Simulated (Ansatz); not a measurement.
# Zr$_{2}$Au: strain energy, fitted

Zr$_{2}$Au, I4/mmm, a = 3.297 Å, c = 11.666 Å. The structure is a COD entry; whether it is the stable form wasn't checked. Ansatz: r2SCAN, PAW, 500 eV, Γ-centred 12×12×4 mesh on 6 atoms, Gaussian smearing 0.10 eV; no spin polarisation. Series: strain along c alone, the other axes held, atoms relaxed; x is the strain in per cent. y is the free energy over the unstrained cell, V0 = 21.134 Å³/atom.

```tsv
x (%)	y (meV/atom)
-4.5	?
-3.0	10.11
-1.5	2.61
0.0	0.00
1.5	2.08
3.0	8.63
4.5	19.41
```

Q: Fit y = c2 x² + c3 x³ to the other rows, turn c2 into a modulus, and predict the missing energy.

A: Least squares on the rows shown. y = 1.0529 x² − 0.022065 x³. In eV per unit strain² c2 is 10.53; this is C33 with relaxed ions (E = ½ C33 V0 ε²): 2 × 10.53 × 160.2 / (21.134) = 160 GPa. The unstrained cell keeps some stress along the strain, worth a slope of -0.16 meV/atom per %, which the form leaves out. At x = -4.5 the fit asked for gives 23.33 meV/atom. The run gave 22.65 meV/atom, so the fit is 0.68 meV/atom too high, 3 % of the span of the series, against an rms of 0.17 meV/atom on the fitted rows. The row lies outside the fitted range. With a term in x⁴ added, a fit to the same known rows predicts 24.47 meV/atom, further off still.

Spin–orbit coupling is left out, which can shift energies with elements as heavy as these.